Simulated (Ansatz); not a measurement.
Si2Ru (MoSi2 or CaC2 type, I4/mmm), PBE (plane waves, PAW; program Ansatz), all energies at zero smearing, with the estimated change up to a 700 eV cutoff added, with one set of potentials and settings (totals compare only within such a set). Cell of 3 atoms (1 Ru, 2 Si): -7150.994 eV.

```tsv
element	reference phase	E (eV/atom)
Ru	P6_3/mmc, 2 atoms in the cell	-5878.6876
Si	Fd-3m, 2 atoms in the cell	-635.8096
```

Formation energy per atom, worked out: (-7150.994 − 1×(-5878.6876) − 2×(-635.8096))/3 = -0.229 eV/atom (-22 kJ per mol of atoms), at 0 K, without zero-point energy or fitted corrections.

A made-up cell: these elements were put on the sites of a structure type; neither database checked (COD, Materials Project) lists it. Its standing as an ambient phase is unchecked. The PBE relaxation kept the symmetry of its start; its stability against distortions is not shown here. No spin polarisation was allowed. The references are the lowest solids computed at this level, not always the standard phases.

Potentials: the later of the program's two PAW sets.
